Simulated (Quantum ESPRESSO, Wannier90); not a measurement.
# Wannierisation of TaS$_{2}$ (R3m)

Structure: Materials Project mp-10014, symmetrised, not relaxed again. Not found in the COD (Crystallography Open Database) copy used, which has the formula in other groups; not checked further. Method: LDA plane waves in Quantum ESPRESSO 7.5 (PseudoDojo norm-conserving files, 47 Ry, no spin polarisation, no spin-orbit coupling), Bloch states on a 10×10×10 mesh through Γ, Wannier90 4.0.1. Density: 10×10×10 mesh, cold smearing 0.01 Ry. The cell is built of weakly bound layers, chains or molecules. Database cells relaxed without dispersion often hold them too far apart, which can enlarge gaps and weakens couplings between them; spacing and stacking were not compared with the measured crystal. Spin-orbit coupling is left out although heavy elements are present.

Input w.win:

```
num_bands = 21
num_wann = 11
exclude_bands = 1-6
num_iter = 0
conv_tol = 1.0e-6
conv_window = 4
dis_num_iter = 1000
dis_conv_tol = 1.0e-6
dis_froz_max = 10.01
write_hr = true
write_u_matrices = true
begin projections
Ta: d
S: p
end projections
begin unit_cell_cart
ang
   -1.6688151367    2.8904726053    0.0000000000
   -3.3376302735    0.0000000000    0.0000000000
   -1.6688151367    0.9634908684    6.3284130000
end unit_cell_cart
begin atoms_frac
Ta  -0.1667500000 -0.1667500000 -0.4997500000
S    0.4181970000  0.4181970000 -0.2545910000
S   -0.4184430000 -0.4184430000  0.2553290000
end atoms_frac
mp_grid = 10 10 10
begin kpoints
0.0000000000 0.0000000000 0.0000000000
0.0000000000 0.0000000000 0.1000000000
0.0000000000 0.0000000000 0.2000000000
... (997 more lines: the 10x10x10 mesh through Gamma)
end kpoints
```

On the energy scale of pw.x, whose zero is arbitrary, the Fermi level lies at 8.51 eV. Lines of w_hr.dat (R1 R2 R3 m n Re Im, eV) for R = 0 and one of the shortest lattice vectors, rounded to 0.01 eV, lines under 0.02 eV left out; orbitals in order: Ta1 dz2, Ta1 dxz, Ta1 dyz, Ta1 dx2-y2, Ta1 dxy, S2 pz, S2 px, S2 py, S3 pz, S3 px, S3 py.

```
    0    0    0    1    1     9.53     0.00
    0    0    0    6    1    -0.08     0.00
    0    0    0    7    1     0.08     0.00
    0    0    0    8    1    -0.05     0.00
    0    0    0    2    2    10.79     0.00
    0    0    0    8    2     0.02     0.00
    0    0    0    3    3    10.79     0.00
    0    0    0    7    3     0.02     0.00
    0    0    0    8    3     0.02     0.00
    0    0    0    4    4     9.60     0.00
    0    0    0    6    4     0.09     0.00
    0    0    0    7    4    -0.09     0.00
    0    0    0    8    4     0.06     0.00
    0    0    0    5    5     9.60     0.00
    0    0    0    6    5    -0.16     0.00
    0    0    0    7    5     0.16     0.00
    0    0    0    8    5    -0.09     0.00
    0    0    0    1    6    -0.08     0.00
    0    0    0    4    6     0.09     0.00
    0    0    0    5    6    -0.16     0.00
    0    0    0    6    6     6.91     0.00
    0    0    0    1    7     0.08     0.00
    0    0    0    3    7     0.02     0.00
    0    0    0    4    7    -0.09     0.00
    0    0    0    5    7     0.16     0.00
    0    0    0    7    7     6.99     0.00
    0    0    0    1    8    -0.05     0.00
    0    0    0    2    8     0.02     0.00
    0    0    0    3    8     0.02     0.00
    0    0    0    4    8     0.06     0.00
    0    0    0    5    8    -0.09     0.00
    0    0    0    8    8     6.99     0.00
    0    0    0    9    9     6.91     0.00
    0    0    0   10   10     6.99     0.00
    0    0    0   11   11     6.99     0.00
   -1    0    0    1    1    -0.30     0.00
   -1    0    0    4    1    -0.40     0.00
   -1    0    0    5    1    -0.35     0.00
   -1    0    0    9    1    -0.02     0.00
   -1    0    0    2    2    -0.06     0.00
   -1    0    0    3    2    -0.16     0.00
   -1    0    0    2    3     0.39     0.00
   -1    0    0    3    3    -0.19     0.00
   -1    0    0    1    4    -0.10     0.00
   -1    0    0    4    4     0.07     0.00
   -1    0    0    5    4    -0.14     0.00
   -1    0    0    1    5    -0.52     0.00
   -1    0    0    4    5    -0.75     0.00
   -1    0    0    5    5    -0.44     0.00
   -1    0    0    9    5     0.03     0.00
   -1    0    0    1    6    -0.73     0.00
   -1    0    0    2    6    -0.89     0.00
   -1    0    0    3    6    -0.52     0.00
   -1    0    0    4    6     0.37     0.00
   -1    0    0    5    6     0.64     0.00
   -1    0    0    6    6    -0.18     0.00
   -1    0    0    8    6    -0.12     0.00
   -1    0    0    9    6     0.30     0.00
   -1    0    0   10    6     0.14     0.00
   -1    0    0   11    6     0.08     0.00
   -1    0    0    1    7    -0.56     0.00
   -1    0    0    2    7     1.13     0.00
   -1    0    0    3    7     1.03     0.00
   -1    0    0    4    7     0.23     0.00
   -1    0    0    5    7    -0.72     0.00
   -1    0    0    6    7    -0.10     0.00
   -1    0    0    7    7     0.13     0.00
   -1    0    0    8    7    -0.51     0.00
   -1    0    0    9    7     0.13     0.00
   -1    0    0   10    7     0.04     0.00
   -1    0    0   11    7     0.04     0.00
   -1    0    0    1    8    -0.33     0.00
   -1    0    0    2    8     1.03     0.00
   -1    0    0    3    8    -0.06     0.00
   -1    0    0    4    8    -0.98     0.00
   -1    0    0    5    8     0.23     0.00
   -1    0    0    6    8     0.06     0.00
   -1    0    0    7    8    -0.27     0.00
   -1    0    0    8    8     0.58     0.00
   -1    0    0    9    8     0.08     0.00
   -1    0    0   10    8     0.04     0.00
   -1    0    0    1    9    -0.02     0.00
   -1    0    0    4    9     0.03     0.00
   -1    0    0    9    9    -0.18     0.00
   -1    0    0   11    9     0.11     0.00
   -1    0    0    9   10     0.10     0.00
   -1    0    0   10   10     0.13     0.00
   -1    0    0   11   10    -0.51     0.00
   -1    0    0    9   11    -0.06     0.00
   -1    0    0   10   11    -0.27     0.00
   -1    0    0   11   11     0.58     0.00
```
